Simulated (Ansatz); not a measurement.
Ansatz (a first-principles code) input:

Ansatz 0.2 input:
```yaml
crystal:
  lattice:
    - [2.8204776064, 1.6284035053, 4.2064316016]
    - [-2.8204776064, 1.6284035053, 4.2064316016]
    - [0.0, -3.2568070106, 4.2064316016]
  atoms:
    - { symbol: B, position: [0.3161241575, 0.809436987, 0.809436987] }
    - { symbol: B, position: [0.6838758425, 0.190563013, 0.190563013] }
    - { symbol: B, position: [0.809436987, 0.3161241575, 0.809436987] }
    - { symbol: B, position: [0.190563013, 0.6838758425, 0.190563013] }
    - { symbol: B, position: [0.809436987, 0.809436987, 0.3161241575] }
    - { symbol: B, position: [0.190563013, 0.190563013, 0.6838758425] }
    - { symbol: B, position: [0.6727663765, 0.9936806232, 0.9936806232] }
    - { symbol: B, position: [0.3272336235, 0.0063193768, 0.0063193768] }
    - { symbol: B, position: [0.9936806232, 0.6727663765, 0.9936806232] }
    - { symbol: B, position: [0.0063193768, 0.3272336235, 0.0063193768] }
    - { symbol: B, position: [0.9936806232, 0.9936806232, 0.6727663765] }
    - { symbol: B, position: [0.0063193768, 0.0063193768, 0.3272336235] }
    - { symbol: C, position: [0.6348025748, 0.6348025748, 0.6348025748] }
    - { symbol: C, position: [0.3651974252, 0.3651974252, 0.3651974252] }
    - { symbol: Si, position: [0.5, 0.5, 0.5] }
kpoints:
  mp_grid: { grid: [6, 6, 6] }
hamiltonian:
  xc: r2scan
  pseudopotentials: { azcp: { folder: ./paw }, kind: paw }
scf:
  occupations: { method: fixed }
checkpoint: { read: static.run }
output: { write_density: true, elf: true, volumetric_format: npy }
basis: { fft_grid_basis: typed }
```

Output (shortened):

```
Pseudopotential: B, paw, valence charge 3
Pseudopotential: C, paw, valence charge 4
Pseudopotential: Si, paw, valence charge 4
Functional definition: r2SCAN
Crystal: 15 atoms, lattice volume = 115.918 Å³
Basis set: ecut = 500 eV, 2961 PW (Γ), exchange–correlation on 160×160×160 points (64 copies of the dense FFT grid, shifted against one another)
Bands: 39, of which v1, the nominal top of the filled ones, is band 24 counted from 1 (23 counted from 0)
Symmetry: 12 space group operations
Space group: R-3m (ITA 166), of the structure as read, at distance tolerance 4.9e-5 Å
k-points: 32 of 216
Stability of the state it starts from, as read at its close in the unpolarized treatment …
iter 1 solved again at ethr=1.10e-6 eV; its pass at ethr=3.10e-3 eV (dr2=5.29e-4 eV) is discarded
SCF iter   1: F=—  HF=-3021.341895 eV  |F-HF|=—  |Δ(HF+E_count)|=         —  Δρ=1.04e-6  dr2=1.74e-9  dr2_τ=4.60e-11  ethr=1.10e-6  ⟨swp⟩=3.1  Hψ=8190  notcnv=0  defer=413
preconditioner: auto → Resta (q_TF=auto, 2.355 Å⁻¹)
SCF iter   2: F=—  HF=-3021.341895 eV  |F-HF|=—  |Δ(HF+E_count)|=   4.52e-7  Δρ=4.72e-7  dr2=4.12e-10  dr2_τ=6.01e-11  ethr=3.62e-12  ⟨swp⟩=12.8  Hψ=7753  notcnv=0
SCF iter   3: F=-3021.341895 eV  HF=-3021.341895 eV  |F-HF|=9.09e-11  |Δ(HF+E_count)|=  2.27e-12  Δρ=3.25e-7  dr2=1.77e-10  dr2_τ=4.70e-12  ethr=1.00e-12  ⟨swp⟩=1.0  Hψ=2383  notcnv=0
SCF 1 converged in 3 iterations: F = -3021.341895 eV  dr2 = 1.77e-10
SCF converged after 3 iterations
Free energy (F): -3021.341895 eV
Harris-Foulkes:  -3021.341895 eV  (|F-HF|=9.09e-11)
Internal energy: -3021.341895 eV  (E = F + TS)
E sigma→0 (E₀):  -3021.341895 eV
Fermi energy:    9.017055 eV
--- Per-component energies (eV) ---
  E_band       = 102.860496
  E_kinetic    = 819.714602
  E_local      = -532.330781  (includes V_loc(G=0)·N_el)
  E_nonlocal   = 160.056481
  E_hartree    = 177.696928
  E_xc         = -532.982761
  E_vxc        = -683.923732  (∫ρ·V_xc dr)
  E_paw        = -1676.756318  (= ΣΔE_a)
  E_vpaw       = -48.934058  (= ΣTr[D̂ρ^β])
  E_aug_tail   = 0.000024  (compensation charges beyond the density's cutoff)
  E_vtau       = 32.884232  (kinetic-family band-sum trace: ∫τ·v_τ [+ j·A + Jᵃ·Aᵃ] dr)
  E_ewald      = -1436.392782
  E_core_change = -0.347288  (= ΣΔE_core)
  E_smearing   =  0.000000  (= −TS)
  E_closure    = 0.000000  (closes the sum)
  Σ components = -3021.341895   (vs F -3021.341895, Δ=0.00e0)
  [band-id]    e_kinetic+e_local+e_nonlocal+2·e_hartree+e_vxc+e_vpaw+e_augmentation_tail+e_vtau = 102.860625   (vs E_band 102.860496, Δ=1.29e-4)
--- Band table (eV; the first three rows and the last of 32) ---
  k-point 0: bands = ["-8.1310", "-4.8503", "-4.8113", "-2.3355", "-2.3355", "-1.6914", "-0.0749", "-0.0749", "0.6245", "1.1526", "1.1526", "2.4757", "2.7488", "2.7488", "2.8058", "5.2807", "5.2807", "6.2071", "6.6636", "7.4131", "7.4131", "7.7969", "7.8918", …
  k-point 1: bands = ["-7.9896", "-5.2377", "-4.8608", "-2.4049", "-2.1947", "-1.8974", "0.2218", "0.3048", "0.7573", "0.7735", "1.2124", "1.9343", "3.2654", "3.3636", "3.5543", "4.6566", "5.2588", "6.1440", "6.6500", "6.8853", "7.1795", "7.4404", "7.9262", …
  k-point 2: bands = ["-7.5753", "-6.0537", "-4.9545", "-2.5138", "-2.2401", "-1.8125", "0.2236", "0.2267", "0.9769", "1.0148", "2.0153", "2.6403", "2.7058", "3.4906", "4.6046", "5.1398", "5.3428", "5.4804", "6.0343", "6.1864", "7.1945", "7.2857", "7.6240", …
  k-point 31: bands = ["-7.2605", "-6.2551", "-4.3710", "-3.3335", "-2.5183", "-2.5183", "-0.7728", "-0.7728", "1.8597", "2.4410", "2.4410", "2.7775", "3.9712", "3.9712", "5.0355", "5.0355", "5.3913", "5.7827", "6.9233", "6.9233", "7.0450", "7.2569", …
```

Cost: roughly 23 core-seconds on shared cores.

The start of the workflow was typed in or built on a structure type; neither database checked (COD, Materials Project) lists it. Its standing as an ambient phase is unchecked. The cell was relaxed with r²SCAN under the symmetry of its start; whether a distortion lowers the energy is not shown.

Potentials: the earlier of the program's two PAW sets.

Ansatz is a plane-wave DFT program.
